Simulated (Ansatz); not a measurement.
## YSb: energy along a strain

YSb, Fm-3m, a = 6.190 Å (as given, not relaxed at this level: -2.2 GPa). The structure is a COD entry; whether it is the stable form wasn't checked. Ansatz: PBEsol, PAW, 420 eV, Γ-centred 14×14×14 mesh on 2 atoms, Gaussian smearing 0.15 eV; no spin polarisation. Cell vectors (Å): 0.000 3.095 3.095; 3.095 0.000 3.095; 3.095 3.095 0.000. The cell is strained by x per cent times the pattern (1 -1 0 0 0 0) in the order xx yy zz yz xz xy (engineering shears), with fractional coordinates held. y is the free energy over the start, V0 = 29.647 Å³/atom. Symmetry makes y even in x. Points with a strain past 8.5 % were computed too (4) and aren't used here.

| x (%) | y (meV/atom) |
| --- | --- |
| -7.50 | 136.31 |
| 0.00 | 0.00 |
| 1.87 | 7.86 |
| 3.75 | 32.11 |
| 5.62 | ? |

Task: Fit y = c2 x² + c4 x⁴ to the other rows, get the stiffness along the pattern, and predict the missing energy.

Result: Least squares on the rows shown. y = 2.2367 x² + 0.0033175 x⁴. The clamped-ion stiffness p·C·p = 2 × 22.37 eV × 160.2 / 29.647 Å³ = 242 GPa (second derivative at the start, which stands under stress). At x = 5.62 the fit asked for gives 73.95 meV/atom. The run gave 73.96 meV/atom, so the fit is 0.01 meV/atom too low, a small miss on the scale of the series.